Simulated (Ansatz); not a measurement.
TiGe$_{2}$:
```
CELL_PARAMETERS angstrom
     -3.21731     3.21731     2.74924
      3.21731    -3.21731     2.74924
      3.21731     3.21731    -2.74924
ATOMIC_POSITIONS crystal
  Ge 0.71261 0.21261 0.92521
  Ge 0.78739 0.71261 0.50000
  Ge 0.21261 0.28739 0.50000
  Ge 0.28739 0.78739 0.07479
  Ti 0.25000 0.25000 0.00000
  Ti 0.75000 0.75000 0.00000
```

Relaxed with PBE. Special points in fractions of this cell's reciprocal vectors: Γ (0.000, 0.000, 0.000); X (0.000, 0.000, 0.500); M (-0.500, 0.500, 0.500); Z (0.433, 0.433, -0.433); Z0 (-0.433, 0.567, 0.433); P (0.250, 0.250, 0.250); N (0.000, 0.500, 0.000).

### Question
List the band energies nearest the Fermi level at these points for PBE in the plane-wave PAW code Ansatz.

### Answer
In eV from the Fermi level; about four levels below and three above (degenerate sets whole), none deeper than 8.9 eV; points with the same levels are listed once.

```csv
k,below,above
Γ,-1.59 -1.38 -0.27 -0.24,0.88 0.92 1.91 1.91
X,-2.42 -1.75 -1.34 -0.53,0.67 0.86 1.40
M,-3.03 -3.03 -2.95 -1.11 -0.32,1.13 1.89 1.89
Z,-3.02 -3.02 -1.77 -1.06 -0.23,1.06 1.70 1.70
P,-0.64 -0.64 -0.03 -0.03,0.20 0.20 2.17 2.17
N,-1.68 -1.68 -0.82 -0.82,1.32 1.32 1.49 1.49
```

Space group I4/mcm. A made-up cell: these elements were put on the sites of a structure type; neither database checked (COD, Materials Project) lists it. COD files the formula under space group No. 70, so this cell is another polymorph or a model. Its standing as an ambient phase is unchecked. The PBE relaxation kept the symmetry of its start; whether a distortion lowers the energy is not shown. No spin polarisation was allowed. Scalar-relativistic: spin–orbit coupling is off unless named, which matters more the heavier the elements.

Potentials: the later of the program's two PAW sets.
